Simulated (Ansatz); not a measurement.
MgZnO$_{2}$:
```cif
data_MgO2Zn
_chemical_formula_sum 'Mg1 Zn1 O2'
_space_group_name_H-M_alt 'P 1'
_space_group_IT_number 1
_cell_length_a 3.26540
_cell_length_b 3.26540
_cell_length_c 5.12396
_cell_angle_alpha 90.000
_cell_angle_beta 90.000
_cell_angle_gamma 120.000
loop_
_space_group_symop_operation_xyz
  'x, y, z'
loop_
_atom_site_label
_atom_site_type_symbol
_atom_site_fract_x
_atom_site_fract_y
_atom_site_fract_z
_atom_site_occupancy
Mg1 Mg 0.33333 0.66667 0.49608 1
Zn1 Zn 0.66667 0.33333 0.00279 1
O1 O 0.33333 0.66667 0.88469 1
O2 O 0.66667 0.33333 0.38843 1
```

Relaxed with PBEsol.

Problem. Give the optical modes at the zone centre with their infrared activity from DFPT, plane-wave PAW PBEsol (Ansatz code).

Solution. Transverse frequencies, without the LO–TO term; a row sums one degenerate level.

```csv
ω (cm⁻¹),degeneracy,IR ((D/Å)²/amu),activity,symmetry
129,2,0.04,IR,E
313,1,1.95,IR,A1
393,2,17.94,IR,E
436,1,14.59,IR,A1
524,1,0.02,IR,A1
532,2,13.33,IR,E
```

Problem. How high does the top mode go among those that the LO–TO term moves?

Solution. 643 cm⁻¹ for q along x, 643 cm⁻¹ for q along y, 615 cm⁻¹ for q along z.

Space group P3m1. The first step of the workflow began from a Materials Project structure, measured or hypothetical; the Crystallography Open Database copy checked does not list it. With Mg and Zn taken as one species the cell has the higher symmetry P6_3mc, so it may be an ordered model of a mixed-site phase. Whether it is the stable phase at ambient conditions was not checked. The PBEsol relaxation kept the symmetry of its start; of distortions, only those at the zone centre were tested.

Potentials: the later of the program's two PAW sets.
